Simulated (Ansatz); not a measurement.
**Computed map of one atom of the cell: ZnS (wurtzite)**

Starting cell, ZnS (wurtzite):

```
CELL_PARAMETERS angstrom
      3.84511     0.00000     0.00000
     -1.92255     3.32996     0.00000
      0.00000     0.00000     6.30566
ATOMIC_POSITIONS crystal
  Zn 0.66667 0.33333 0.99985
  Zn 0.33333 0.66667 0.49985
  S  0.66667 0.33333 0.62535
  S  0.33333 0.66667 0.12535
```

Two-dimensional scan of atom 3 (S, nearest neighbour Zn at 2.357 Å; its periodic images, 3.8 Å or more away, move with it): u runs along (1.000, 0.000, 0.000), v along (0.000, 1.000, 0.000) (Cartesian). Cell and other atoms are fixed.

Method: PBE (plane waves to 420 eV, PAW, scalar-relativistic; Ansatz, a quantum-chemistry and plane-wave program). k mesh 8×8×4 (Γ-centred), Fermi-Dirac smearing 0.05 eV. E stands for the smeared free energy. Points where atoms come too close for the PAW data are left out (x in tables, blank in figures). Fu and Fv are the components of the force on the atom. ZnS was relaxed with its symmetry unable to fall. ΔE is measured from the undisplaced structure. Axes are in Å.

ΔE (meV/cell), with u across and v down:

```tsv
v \ u	-0.590	-0.393	-0.197	0.000	0.197	0.393	0.590
-0.590	1439	1751	2014	2117	2014	1751	1439
-0.393	755	698	712	726	712	698	755
-0.197	761	378	196	144	196	378	761
0.000	1295	515	119	0	119	515	1295
0.197	2272	957	295	95	295	957	2272
0.393	3591	1592	607	313	607	1592	3591
0.590	x	2303	969	577	969	2303	x
```

Fv (eV/Å), with u across and v down:

```csv
v \ u,-0.590,-0.393,-0.197,0.000,0.197,0.393,0.590
-0.590,5.71,7.95,9.54,10.11,9.54,7.95,5.71
-0.393,1.53,3.18,4.23,4.60,4.23,3.18,1.53
-0.197,-1.46,0.30,1.30,1.62,1.30,0.30,-1.46
0.000,-3.91,-1.57,-0.37,0.00,-0.37,-1.57,-3.91
0.197,-5.95,-2.83,-1.32,-0.87,-1.32,-2.83,-5.95
0.393,-7.32,-3.53,-1.78,-1.28,-1.78,-3.53,-7.32
0.590,x,-3.57,-1.84,-1.35,-1.84,-3.57,x
```

Read from the data:

- Principal force constants in the plane (five-point differences of the forces) = 6.0 eV/Å², isotropic
- Centre of the map = a minimum
- Lowest place on the grid = u = 0.000 Å, v = 0.000 Å (0 meV/cell)

The 49 points together took very roughly 24 core-minutes.

(A displaced cell: forces are minus the slopes of the energy, force constants its curvatures, and phonons follow from these.)
